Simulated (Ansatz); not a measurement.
**Fields on a plane of TaC (rock salt)**

```
TaC
1.0
    0.00000     2.22002     2.22002
    2.22002     0.00000     2.22002
    2.22002     2.22002     0.00000
C Ta
1 1
Direct
  0.00000   0.00000   0.00000
  0.50000   0.50000   0.50000
```

The slice is a {111} plane (indices of the conventional cell) through the point (0.500, 0.500, 0.500) (fractional), spanned by u = [100] and v = [-1 2 0] in vectors of this cell: u (3.14 Å) and v (5.44 Å, at 90° to u). It covers one period; positions are fractions (u, v).

Atoms on it: Ta at (0.00, 0.00); Ta at (0.50, 0.50).

Level of theory: PBEsol (plane waves to 420 eV, PAW, scalar-relativistic; Ansatz, a program for electronic structure). k mesh 18×18×18. Near the nuclei the fields are pseudised (PAW); where an atom keeps semicore shells as valence, they peak there. Spin-orbit coupling is left out, though Ta is heavy. TaC is run without spin polarisation. TaC was relaxed with its symmetry unable to fall.

```
|xx99301210399x|
|89961023201699|
|99620134310269|
|32100244420012|
|00002333332000|
|11222211122221|
|33320000000233|
|44200123210024|
|43102699962013|
|32016998996102|
|210399xxx99301|
|210498xxx89401|
|210399xxx99301|
|32016998996102|
|43102699962013|
|44200123210024|
|33320000000233|
|11222211122221|
|00002333332000|
|32100244420012|
|99620134310269|
|89961023201699|
|xx99301210399x|
|xx89401210498x|
```
Scale: ten equal steps from 0.14 (start of '0') to 0.73 (end of '9'), in the order '0123456789'. Values: electron localisation function (ELF). The map has 14 points along u (one character each, u = 0 at the left) and 24 along v (v = 0 in the bottom row). Points within 0.4 Å of a nucleus are blanked (x), as the pseudised field means little there.

```
|xxxx  *%*  xxx|
|xxxx :#%#: xxx|
|xxx  +%@%+  xx|
|    =#@@@#=   |
|  :+#%@@@%#+: |
|**####***####*|
|@@%#+:   :+#%@|
|@@#=       =#@|
|@%+  xxxxx  +%|
|%#: xxxxxxx :#|
|%*  xxxxxxx  *|
|#+ xxxxxxxxx +|
|%*  xxxxxxx  *|
|%#: xxxxxxx :#|
|@%+  xxxxx  +%|
|@@#=       =#@|
|@@%#+:   :+#%@|
|**####***####*|
|  :+#%@@@%#+: |
|    =#@@@#=   |
|xxx  +%@%+  xx|
|xxxx :#%#: xxx|
|xxxx  *%*  xxx|
|xxxxx +#+ xxxx|
```
Scale: ten equal steps from 4.00 (start of ' ') to 12.75 (end of '@'), in the order ' .:-=+*#%@'. Values: electrostatic potential energy of an electron, from the cell's mean, in eV. The map has 14 points along u (one character each, u = 0 at the left) and 24 along v (v = 0 in the bottom row). Points within 0.9 Å of a nucleus are blanked (x), as the pseudised field means little there. Values under 4 eV are set to 4. The zero, the cell's mean, hangs on the PAW cores.
